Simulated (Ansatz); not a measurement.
The start is a generated trial cell of Pd in the hcp structure type. The structure is fully relaxed (lattice and positions, P = 0) with PBEsol (plane waves to 420 eV, PAW, scalar-relativistic; Ansatz, a first-principles code). The first steps use a coarse 13×13×7 k-mesh.

Starting cell:
```
CELL_PARAMETERS angstrom
      2.75594     0.00000     0.00000
     -1.37797     2.38672     0.00000
      0.00000     0.00000     4.47453
ATOMIC_POSITIONS crystal
  Pd 0.33333 0.66667 0.25000
  Pd 0.66667 0.33333 0.75000
```

By how much does the energy per atom fall from start to end?

0.01 eV/atom.

How do the shortest distances between atoms change?

The closest pairs of elements (up to four, under 3.6 Å), start → end: Pd–Pd 2.75 → 2.72 Å.

Is the relaxed structure metallic? Give its gap.

No gap (metallic).

What does it relax into? Give the structure.


```cif
data_Pd2
_chemical_formula_sum 'Pd2'
_space_group_name_H-M_alt 'P63/mmc'
_space_group_IT_number 194
_space_group_name_Hall '-P 6c 2c'
_cell_length_a 2.72246
_cell_length_b 2.72246
_cell_length_c 4.55612
_cell_angle_alpha 90.000
_cell_angle_beta 90.000
_cell_angle_gamma 120.000
loop_
_atom_site_label
_atom_site_type_symbol
_atom_site_symmetry_multiplicity
_atom_site_Wyckoff_symbol
_atom_site_fract_x
_atom_site_fract_y
_atom_site_fract_z
_atom_site_occupancy
Pd1 Pd 2 c 0.33333 0.66667 0.25000 1
```

The space group stays P6₃/mmc (No. 194) (the run could not lower it); the end is hcp (Mg type), with 2 atoms in the primitive cell. Final values are on a 20×20×10 k-mesh of the relaxed cell. No spin polarisation in the result. A magnetic state may lie lower.

The run could not lose the symmetry of its start; a randomly shaken copy of 4 atoms returns to this structure.

All atoms sit on sites fixed by symmetry, so only the cell could relax.

The relaxed structure here is a generated cell of Pd: the first start was made by placing the elements on the sites of a structure type, and the end was not matched to a known phase here, so it may be hypothetical. Known forms of Pd include space group No. 225.
